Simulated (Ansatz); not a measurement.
Phonons of MoS$_{2}$ (space group R3m) at Γ, L = (0.5, 0.0, 0.0), F = (0.5, 0.5, 0.0), T = (0.5, 0.5, 0.5).

MoS$_{2}$ (space group R3m)

```yaml
crystal:
  lattice:
    - [1.56315, 0.90249, 5.99097]
    - [-1.56315, 0.90249, 5.99097]
    - [0.00000, -1.80497, 5.99097]
  atoms:
    - { symbol: Mo, position: [0.99976, 0.99976, 0.99976] }
    - { symbol: S, position: [0.41948, 0.41948, 0.41948] }
    - { symbol: S, position: [0.24678, 0.24678, 0.24678] }
```

Method: LDA (plane waves to 420 eV, PAW, scalar-relativistic; Ansatz, a first-principles code). Harmonic phonons by density-functional perturbation theory on a 12×12×12 k mesh, in cm⁻¹; i marks imaginary ones, q is in fractions of the reciprocal vectors of the cell shown, and the three acoustic modes at Γ are left out. The non-analytic (LO-TO) term is not included, so polar modes at Γ have their transverse values. MoS2 is run without spin polarisation. MoS2 was relaxed with its symmetry unable to fall. This is one of several known forms of MoS2; the measured ambient cells at hand have space group No. 194.

```
q                                             wavenumbers (cm⁻¹)
-------------------  -------------------------------------------
Γ                                   292 (×2), 389 (×2), 414, 470
L = (0.5, 0.0, 0.0)  157, 170, 237, 313, 337, 363, 371, 393, 416
F = (0.5, 0.5, 0.0)  163, 181, 235, 309, 341, 361, 373, 394, 413
T = (0.5, 0.5, 0.5)    37 (×2), 53, 287 (×2), 390 (×2), 409, 476
```

The structure shows no imaginary mode at these points (lowest 37 cm⁻¹ at T = (0.5, 0.5, 0.5)); other wave vectors were not tested.

Highest mode: 476 cm⁻¹ at T = (0.5, 0.5, 0.5).
